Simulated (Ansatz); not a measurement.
Task: InMo3C (anti-perovskite, Pm-3m) is relaxed with the program Ansatz at the PBEsol level (PAW). What lattice parameters of the conventional cell result?

Result: a = 4.172 Å.

Task: Is it a metal or does it have a gap at this level?

Result: No gap at this level.

The start of the workflow was typed in or built on a structure type; neither database checked (COD, Materials Project) lists it. Whether it is the stable phase at ambient conditions was not checked. The cell was relaxed with PBEsol under the symmetry of its start; whether a distortion lowers the energy is not shown. The run is not spin-polarised. Spin–orbit coupling is left out wherever it is not named.

Potentials: the earlier of the program's two PAW sets. The files were generated under PBE; for other functionals the program regenerates the frozen cores, and for LDA and PBEsol the local potential too.
